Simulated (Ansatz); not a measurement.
Total density of states per atom from plane-wave PAW PBEsol (Ansatz code), in 0.25 eV bins, energy from the Fermi level:

```
E (eV) | states/eV/atom
    -7.85 | ########### 0.63
    -7.60 | ############## 0.83
    -7.35 | ################## 1.03
    -7.10 | ##################### 1.23
    -6.85 | ##################### 1.21
    -6.60 | ################### 1.12
    -6.35 | ################### 1.09
    -6.10 | ################ 0.92
    -5.85 | ############ 0.69
    -5.60 | ################### 1.07
    -5.35 | ################### 1.09
    -5.10 | ################## 1.06
    -4.85 | ################### 1.11
    -4.60 | ##################### 1.23
    -4.35 | ###################### 1.24
    -4.10 | ######################### 1.44
    -3.85 | ########################### 1.56
    -3.60 | ############################## 1.73
    -3.35 | ############################# 1.68
    -3.10 | ################## 1.04
    -2.85 | ################## 1.02
    -2.60 | ################ 0.89
    -2.35 | ############### 0.87
    -2.10 | ################## 1.04
    -1.85 | ##################### 1.19
    -1.60 | ##################### 1.22
    -1.35 | ################ 0.92
    -1.10 | ################ 0.92
    -0.85 | ############### 0.87
    -0.60 | ############## 0.83
    -0.35 | ############## 0.83
    -0.10 | ############### 0.87
     0.15 | ################ 0.93
     0.40 | ################### 1.11
     0.65 | ########################## 1.50
     0.90 | ######################### 1.45
     1.15 | ################ 0.95
     1.40 | ########### 0.66
     1.65 | ##### 0.27
     1.90 | ##### 0.27
     2.15 | ##### 0.27
     2.40 | ##### 0.27
     2.65 | ##### 0.27
     2.90 | ##### 0.27
     3.15 | ##### 0.27
     3.40 | ##### 0.27
     3.65 | ##### 0.27
     3.90 | ##### 0.27
     4.15 | ##### 0.27
     4.40 | ##### 0.26
     4.65 | #### 0.26
```

### Question
Which compound is it?
A. Ir, fcc (Cu type)
B. Pt, fcc (Cu type)
C. Yb, fcc (Cu type)
D. Li, fcc (Cu type)

### Answer
A, Ir, fcc (Cu type). Within 0.5 eV of the Fermi level: Ir 5d 95 %. Projections are on Löwdin-orthogonalised atomic valence shells; empty p or d shells of many metals are not among them.

Space group Fm-3m (fcc (Cu type)). The PBEsol relaxation kept the symmetry of its start. The run is not spin-polarised. Scalar-relativistic: spin–orbit coupling is off unless named, which matters more the heavier the elements.

Potentials: the earlier of the program's two PAW sets. The files were generated under PBE; for other functionals the program regenerates the frozen cores, and for LDA and PBEsol the local potential too.
